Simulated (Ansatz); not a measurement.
Geometry optimisation in Ansatz: input, command and trajectory.

```yaml
crystal:
  lattice:
    - [-5.94093426, 5.94093426, 0.0]
    - [-5.94093426, 0.0, 5.94093426]
    - [0.0, 5.94093426, 5.94093426]
  atoms:
    - { symbol: B, position: [0.0007919911, 0.0040850886, 0.0012530792] }
    - { symbol: B, position: [0.4994600884, 0.4937428502, 0.5016915386] }
    - { symbol: Ga, position: [0.0007195019, 0.4996079347, 0.9971638784] }
    - { symbol: Ga, position: [0.9999570334, 0.0002396062, 0.4995439334] }
    - { symbol: Ga, position: [0.5001887865, 0.504683636, 0.0014650511] }
    - { symbol: Ga, position: [0.4949478663, 0.9982497132, 0.5020323165] }
    - { symbol: Sb, position: [0.8750266471, 0.8737589745, 0.37928029] }
    - { symbol: Sb, position: [0.3760050174, 0.8678400815, 0.3799479899] }
    - { symbol: Sb, position: [0.8806632485, 0.3674338907, 0.3745649395] }
    - { symbol: Sb, position: [0.8762580091, 0.8738418396, 0.8720374314] }
    - { symbol: Sb, position: [0.3732603332, 0.3735257789, 0.3751633204] }
    - { symbol: Sb, position: [0.3713929237, 0.8757481207, 0.8772251993] }
    - { symbol: Sb, position: [0.8757746052, 0.377277376, 0.8750009107] }
    - { symbol: Sb, position: [0.371655186, 0.3805487804, 0.8716102886] }
    - { symbol: Tl, position: [0.5018780589, 0.9996808598, 0.9995842594] }
    - { symbol: Tl, position: [0.9995694881, 0.5032951194, 0.5013432683] }
  symmetry: { detect: false }
basis:
  ecutwfc: 420
kpoints:
  mp_grid: { grid: [2, 2, 2], shift: [0.5, 0.5, 0.5] }
hamiltonian:
  xc: pbe
scf:
  occupations: { method: gaussian, width: 0.1 }
  lower_state_search: "off"
output:
  forces: true
  stress: true
  eigenvalues: true
relax:
  adjacent_minimum: "off"
  f_tol: 0.04
  max_steps: 50
  cell: { stress_tol: 0.3 }
```

```bash
ansatz run input.yaml --threads 4 --pin off --max-ram 9216MiB --backend cpu --events-out ev --progress --plain --runs-dir out
```

Level of theory: DFT PBE, scalar-relativistic, plane waves, PAW in Ansatz 0.2.0.

Of 9 frames 9 are shown, positions in Å and forces in eV/Å; the SCF threshold varies from step to step. Steps run on the plane waves of an earlier cell, with a Pulay correction in the pressure. The basis is chosen afresh for the last frame, the zero of the energies, and at times for earlier ones too; energy and pressure step there, also at an unchanged geometry. The mark taken_back stands on steps that the optimiser undid.

```xyz
16
Lattice="-5.9409 5.9409 0.0000 -5.9409 0.0000 5.9409 0.0000 5.9409 5.9409" Properties=species:S:1:pos:R:3:forces:R:3 pbc="T T T" step=1 free_energy_over_end_meV_per_atom=266.43 pressure_GPa=8.26
B    -0.0290    0.0121    0.0317    0.1485    0.0038   -0.0883
B    -5.9006    5.9478    5.9138   -0.1015    0.0274    0.0769
Ga   -2.9724    5.9284    8.8922    0.0138    0.1302    0.3185
Ga   -5.9421    8.9084    2.9692    0.0661    0.3196   -0.2422
Ga   -5.9699    2.9803    3.0070    0.3025   -0.1208   -0.3510
Ga   -8.8710    5.9230    8.9131   -0.2144    0.2158   -0.0355
Sb  -10.3894    7.4518    7.4442   -2.4010   -2.8943    0.3323
Sb   -7.3896    4.4911    7.4130    2.1153    1.8958   -0.3514
Sb   -7.4149    7.4572    4.4082    1.7095   -2.3505    0.5038
Sb  -10.3972   10.3865   10.3722   -2.2692    2.3880    0.1260
Sb   -4.4366    4.4463    4.4479   -2.3157    2.4399   -0.2215
Sb   -7.4092    7.4180   10.4143    2.0435   -2.3206    0.2247
Sb   -7.4443   10.4012    7.4397    2.6360    2.2542   -0.0105
Sb   -4.4688    7.3862    7.4390   -2.2829   -1.5770   -0.2535
Tl   -8.9207    8.9201   11.8775    0.0376   -0.1285    0.4859
Tl   -8.9284    8.9168    5.9685    0.5120   -0.2830   -0.5144
16
Lattice="-6.0333 6.0324 -0.0279 -6.0352 -0.0298 6.0376 0.0271 6.0316 6.0348" Properties=species:S:1:pos:R:3:forces:R:3 pbc="T T T" step=2 free_energy_over_end_meV_per_atom=47.26 pressure_GPa=2.13
B    -0.0173    0.0114    0.0260    0.1140   -0.0328   -0.0005
B    -5.9889    6.0279    5.9995   -0.1442    0.0555    0.0253
Ga   -2.9961    6.0127    9.0456   -0.0415    0.0560    0.1071
Ga   -6.0225    9.0568    2.9828   -0.0062    0.1365   -0.0339
Ga   -6.0517    3.0043    3.0297    0.0874   -0.0416   -0.0791
Ga   -9.0043    5.9926    9.0412   -0.0794    0.0418    0.0136
Sb  -10.6705    7.3880    7.5407   -0.5414   -0.6642   -0.7429
Sb   -7.3779    4.6439    7.5015    0.5592    0.4930   -0.7316
Sb   -7.4110    7.4287    4.4794    0.6102   -0.7759    0.6948
Sb  -10.6611   10.6498   10.5300   -0.5920    0.6437    0.8292
Sb   -4.6207    4.6342    4.5036   -0.5490    0.5759    0.7429
Sb   -7.3858    7.3808   10.5843    0.5732   -0.6060    0.6225
Sb   -7.3954   10.6724    7.5254    0.6127    0.5166   -0.7466
Sb   -4.6390    7.3906    7.5310   -0.5835   -0.4164   -0.6956
Tl   -9.0354    9.0242   12.0716   -0.0079    0.0054    0.0161
Tl   -9.0418    9.0283    6.0223   -0.0115    0.0123   -0.0213
16
Lattice="-6.1757 6.1789 -0.2652 -6.1359 -0.2254 5.9063 0.2214 6.1350 5.9023" Properties=species:S:1:pos:R:3:forces:R:3 pbc="T T T" step=3 free_energy_over_end_meV_per_atom=13.02 pressure_GPa=-1.24
B    -0.0202    0.0290    0.0330   -0.0159   -0.0007    0.0929
B    -6.0693    6.0806    5.7811   -0.0178    0.0099    0.1038
Ga   -2.9183    6.0199    8.8639    0.1034    0.0581    0.0589
Ga   -6.0571    9.3263    2.6980   -0.0605   -0.1005    0.0661
Ga   -6.1478    3.0517    2.8437   -0.0685   -0.1102    0.0631
Ga   -9.1646    5.9197    8.7384    0.0999    0.0647    0.0730
Sb  -10.8607    7.3328    7.0576   -0.2888   -0.2719    0.0197
Sb   -7.4154    4.6031    7.1587    0.2550    0.2678    0.0404
Sb   -7.4071    7.4121    4.2157    0.2584   -0.2293   -0.0784
Sb  -10.7122   10.7234   10.2277   -0.3418    0.3243   -0.2574
Sb   -4.6626    4.6758    4.4549   -0.3210    0.3304   -0.2533
Sb   -7.2623    7.2674   10.2752    0.2297   -0.2217   -0.0917
Sb   -7.3346   10.8645    7.0440    0.2795    0.2950    0.0272
Sb   -4.6083    7.4305    7.1745   -0.2617   -0.2706    0.0160
Tl   -8.9924    8.9846   11.6842    0.0780   -0.0780    0.0624
Tl   -9.1224    9.1152    5.6546    0.0721   -0.0671    0.0575
16
Lattice="-6.0840 6.0881 -0.1110 -6.1317 -0.1587 5.9182 0.1572 6.1343 5.9167" Properties=species:S:1:pos:R:3:forces:R:3 pbc="T T T" step=4 free_energy_over_end_meV_per_atom=2.56 pressure_GPa=0.36
B    -0.0207    0.0290    0.0340   -0.0013   -0.0053    0.0796
B    -6.0547    6.0660    5.8872    0.0107   -0.0135    0.0937
Ga   -2.9359    6.0531    8.8913   -0.0097    0.0269    0.0179
Ga   -5.9983    9.1949    2.8640   -0.0163    0.0140    0.0028
Ga   -6.0991    3.0013    2.9309   -0.0100    0.0159    0.0069
Ga   -9.1179    5.9417    8.8443   -0.0195    0.0268    0.0134
Sb  -10.8445    7.2825    7.1859    0.1249    0.0742    0.1621
Sb   -7.3809    4.6656    7.2272   -0.0920   -0.1270    0.1212
Sb   -7.3250    7.3410    4.3826   -0.1141    0.0956   -0.1613
Sb  -10.7420   10.7568   10.3648    0.1082   -0.1078   -0.1927
Sb   -4.7068    4.7170    4.5145    0.0980   -0.0913   -0.1959
Sb   -7.2656    7.2765   10.3648   -0.1272    0.1106   -0.1676
Sb   -7.2752   10.8545    7.1794   -0.0775   -0.1226    0.1467
Sb   -4.6633    7.3902    7.2380    0.1239    0.0894    0.1160
Tl   -8.9972    8.9956   11.7881    0.0050    0.0034   -0.0096
Tl   -9.0440    9.0476    5.8326   -0.0032    0.0107   -0.0333
16
Lattice="-6.1031 6.1049 -0.1356 -6.1281 -0.1605 5.9235 0.1601 6.1294 5.9231" Properties=species:S:1:pos:R:3:forces:R:3 pbc="T T T" step=5 free_energy_over_end_meV_per_atom=0.95 pressure_GPa=0.03
B    -0.0186    0.0259    0.0407    0.0191   -0.0235    0.0536
B    -6.0563    6.0666    5.8867    0.0096   -0.0186    0.0588
Ga   -2.9311    6.0560    8.9013    0.0099    0.0010    0.0088
Ga   -6.0238    9.2083    2.8427    0.0001   -0.0082    0.0041
Ga   -6.1119    3.0069    2.9207   -0.0035   -0.0100    0.0020
Ga   -9.1206    5.9547    8.8410    0.0056    0.0075    0.0076
Sb  -10.8371    7.3044    7.1902   -0.0185   -0.0112   -0.0012
Sb   -7.3943    4.6501    7.2408    0.0011    0.0020   -0.0088
Sb   -7.3480    7.3595    4.3610    0.0085   -0.0096   -0.0125
Sb  -10.7428   10.7545   10.3326   -0.0296    0.0271   -0.0342
Sb   -4.7022    4.7124    4.4861   -0.0225    0.0239   -0.0416
Sb   -7.2756    7.2846   10.3614    0.0041   -0.0037   -0.0166
Sb   -7.2996   10.8440    7.1839    0.0102    0.0148   -0.0045
Sb   -4.6472    7.4016    7.2498   -0.0049    0.0005   -0.0099
Tl   -9.0066    9.0056   11.7763    0.0064    0.0027    0.0024
Tl   -9.0690    9.0698    5.7996    0.0044    0.0052   -0.0082
16
Lattice="-6.1032 6.1034 -0.1344 -6.1291 -0.1603 5.9262 0.1601 6.1291 5.9259" Properties=species:S:1:pos:R:3:forces:R:3 pbc="T T T" step=6 free_energy_over_end_meV_per_atom=0.84 pressure_GPa=0.02
B    -0.0167    0.0235    0.0477    0.0095   -0.0120    0.0399
B    -6.0549    6.0623    5.8993    0.0078   -0.0113    0.0412
Ga   -2.9277    6.0574    8.9076    0.0082    0.0065    0.0022
Ga   -6.0257    9.2026    2.8470   -0.0048   -0.0094    0.0002
Ga   -6.1139    3.0025    2.9218   -0.0037   -0.0104   -0.0012
Ga   -9.1196    5.9575    8.8467    0.0069    0.0072    0.0020
Sb  -10.8359    7.3051    7.1942   -0.0100   -0.0086   -0.0089
Sb   -7.3976    4.6456    7.2468    0.0043    0.0048   -0.0119
Sb   -7.3455    7.3548    4.3694    0.0044   -0.0062    0.0017
Sb  -10.7490   10.7576   10.3319   -0.0134    0.0126   -0.0097
Sb   -4.7077    4.7162    4.4810   -0.0122    0.0124   -0.0122
Sb   -7.2743    7.2824   10.3693    0.0029   -0.0038   -0.0038
Sb   -7.3013   10.8401    7.1888    0.0076    0.0086   -0.0109
Sb   -4.6425    7.4024    7.2531   -0.0065   -0.0045   -0.0105
Tl   -9.0094    9.0086   11.7745    0.0000    0.0067   -0.0051
Tl   -9.0721    9.0720    5.7956   -0.0010    0.0074   -0.0129
16
Lattice="-6.0907 6.0905 -0.1403 -6.1251 -0.1746 5.9175 0.1741 6.1244 5.9170" Properties=species:S:1:pos:R:3:forces:R:3 pbc="T T T" step=7 free_energy_over_end_meV_per_atom=0.91 pressure_GPa=0.12 taken_back
B    -0.0204    0.0263    0.0869    0.0308   -0.0304   -0.0376
B    -6.0427    6.0475    5.9298    0.0304   -0.0295   -0.0410
Ga   -2.9089    6.0495    8.9013   -0.0151   -0.0044   -0.0121
Ga   -6.0095    9.1821    2.8439    0.0056    0.0131   -0.0123
Ga   -6.1087    2.9844    2.9178    0.0039    0.0148   -0.0113
Ga   -9.1009    5.9392    8.8355   -0.0167   -0.0036   -0.0114
Sb  -10.8037    7.2926    7.1726   -0.0108   -0.0175    0.0152
Sb   -7.3961    4.6130    7.2329    0.0198    0.0123    0.0191
Sb   -7.3105    7.3178    4.3594   -0.0042    0.0021    0.0328
Sb  -10.7377   10.7443   10.3090   -0.0060    0.0052   -0.0060
Sb   -4.7130    4.7195    4.4676   -0.0039    0.0047   -0.0059
Sb   -7.2373    7.2439   10.3491   -0.0035    0.0018    0.0318
Sb   -7.2889   10.8076    7.1696    0.0190    0.0132    0.0159
Sb   -4.6096    7.4003    7.2349   -0.0086   -0.0197    0.0184
Tl   -8.9820    8.9839   11.7135   -0.0203    0.0188    0.0029
Tl   -9.0494    9.0517    5.7386   -0.0205    0.0190    0.0014
16
Lattice="-6.1033 6.1030 -0.1383 -6.1289 -0.1639 5.9257 0.1642 6.1289 5.9260" Properties=species:S:1:pos:R:3:forces:R:3 pbc="T T T" step=8 free_energy_over_end_meV_per_atom=0.73 pressure_GPa=0.00
B    -0.0135    0.0197    0.0627    0.0017   -0.0024    0.0057
B    -6.0492    6.0553    5.9147    0.0041   -0.0038    0.0074
Ga   -2.9177    6.0597    8.9100    0.0074    0.0037    0.0018
Ga   -6.0279    9.1945    2.8452   -0.0040   -0.0102    0.0019
Ga   -6.1177    2.9939    2.9189   -0.0057   -0.0092    0.0008
Ga   -9.1135    5.9595    8.8451    0.0075    0.0055    0.0005
Sb  -10.8294    7.3039    7.1875    0.0069    0.0058   -0.0079
Sb   -7.3975    4.6367    7.2466   -0.0063   -0.0066   -0.0067
Sb   -7.3381    7.3458    4.3776   -0.0017    0.0020    0.0018
Sb  -10.7537   10.7608   10.3188   -0.0024    0.0031    0.0040
Sb   -4.7150    4.7222    4.4682   -0.0055    0.0058    0.0029
Sb   -7.2658    7.2735   10.3754   -0.0033    0.0032    0.0044
Sb   -7.2996   10.8336    7.1845   -0.0054   -0.0057   -0.0076
Sb   -4.6322    7.4019    7.2502    0.0082    0.0060   -0.0084
Tl   -9.0100    9.0126   11.7570   -0.0003    0.0008   -0.0008
Tl   -9.0762    9.0786    5.7732   -0.0011    0.0021    0.0001
16
Lattice="-6.1033 6.1030 -0.1383 -6.1289 -0.1639 5.9257 0.1642 6.1289 5.9260" Properties=species:S:1:pos:R:3:forces:R:3 pbc="T T T" step=9 free_energy_over_end_meV_per_atom=0.00 pressure_GPa=0.00
B    -0.0135    0.0197    0.0627    0.0017   -0.0024    0.0055
B    -6.0492    6.0553    5.9147    0.0042   -0.0039    0.0073
Ga   -2.9177    6.0597    8.9100    0.0075    0.0035    0.0016
Ga   -6.0279    9.1945    2.8452   -0.0039   -0.0103    0.0017
Ga   -6.1177    2.9939    2.9189   -0.0055   -0.0092    0.0006
Ga   -9.1135    5.9595    8.8451    0.0075    0.0053    0.0003
Sb  -10.8294    7.3039    7.1875    0.0066    0.0059   -0.0081
Sb   -7.3975    4.6367    7.2466   -0.0063   -0.0063   -0.0069
Sb   -7.3381    7.3458    4.3776   -0.0017    0.0020    0.0023
Sb  -10.7537   10.7608   10.3188   -0.0023    0.0029    0.0046
Sb   -4.7150    4.7222    4.4682   -0.0053    0.0056    0.0035
Sb   -7.2658    7.2735   10.3754   -0.0033    0.0033    0.0049
Sb   -7.2996   10.8336    7.1845   -0.0054   -0.0054   -0.0078
Sb   -4.6322    7.4019    7.2502    0.0079    0.0061   -0.0086
Tl   -9.0100    9.0126   11.7570   -0.0003    0.0008   -0.0009
Tl   -9.0762    9.0786    5.7732   -0.0012    0.0021    0.0000
```

It took 2.2 min on 4 threads of Intel(R) Xeon(R) Processor @ 2.50GHz (Skylake/Cascade Lake) (shared host), peak memory 1.4 GiB.

The k mesh is coarse. Spin–orbit coupling is left out, which can shift energies with elements as heavy as these.